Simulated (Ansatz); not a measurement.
A relaxed structure of In. Space group I4/mmm (No. 139), AFLOW prototype A_tI2_139_a (A_a). Calculation: r2SCAN (plane waves to 500 eV, PAW, scalar-relativistic; Ansatz, an electronic-structure program).

Space group I4/mmm (No. 139); a = b = 4.037 Å, c = 3.267 Å, α = β = γ = 90.00°

```tsv
atom	site	symmetry	x	y	z
In	2a	4/mmm	0.0000	0.0000	0.0000
```
(The calculation used a cell of 1 atom; values per cell refer to that cell.)

```json
{
 "volume_per_atom": "26.61 Å³",
 "band_gap": "zero (metallic)",
 "shortest_distances": "In–In 3.27 Å",
 "k-mesh": "18×18×18"
}
```

No spin polarisation in the result.

The run could not lose the symmetry of its start.
